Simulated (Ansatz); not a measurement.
TiSi:
```
TiSi
1.0
    6.50379     0.00000     0.00000
    0.00000     3.63344     0.00000
    0.00000     0.00000     4.98938
Ti Si
4 4
Direct
  0.67586   0.25000   0.37152
  0.32414   0.75000   0.62848
  0.82414   0.75000   0.87152
  0.17586   0.25000   0.12848
  0.54401   0.25000   0.85530
  0.45599   0.75000   0.14470
  0.95599   0.75000   0.35530
  0.04401   0.25000   0.64470
```

Relaxed with r²SCAN. Special points in fractions of this cell's reciprocal vectors: Γ (0.000, 0.000, 0.000); X (0.500, 0.000, 0.000); S (0.500, 0.500, 0.000); Y (0.000, 0.500, 0.000); Z (0.000, 0.000, 0.500); U (0.500, 0.000, 0.500); R (0.500, 0.500, 0.500); T (0.000, 0.500, 0.500).

Task: List the band energies nearest the Fermi level at these points for plane-wave PAW r²SCAN (Ansatz code).

Result: In eV from the Fermi level; about four levels below and three above (degenerate sets whole), none deeper than 8.9 eV; points with the same levels are listed once.

```csv
k,below,above
Γ,-0.74 -0.55 -0.36 -0.16,0.35 0.63 0.66
X,-0.81 -0.81 -0.47 -0.47,0.41 0.41 0.61 0.61
S,-1.83 -1.83 -1.83 -1.83,1.84 1.84 1.84 1.84
Y,-1.79 -1.79 -1.73 -1.73,1.55 1.55 1.91 1.91
Z,-0.93 -0.93 -0.33 -0.33,0.43 0.43 0.81 0.81
U,-0.96 -0.96 -0.75 -0.75,0.46 0.46 0.75 0.75
R,-1.42 -1.42 -1.42 -1.42,1.36 1.36 1.36 1.36
T,-0.44 -0.44 -0.02 -0.02,0.77 0.77 1.97 1.97
```

Space group Pnma. The workflow started from a Materials Project entry (that database holds measured and hypothetical structures alike); the Crystallography Open Database copy checked does not list it. COD files the formula under space group No. 25. Its standing as an ambient phase is unchecked. The r²SCAN relaxation kept the symmetry of its start; whether a distortion lowers the energy is not shown. No spin polarisation was allowed.

Potentials: the later of the program's two PAW sets.
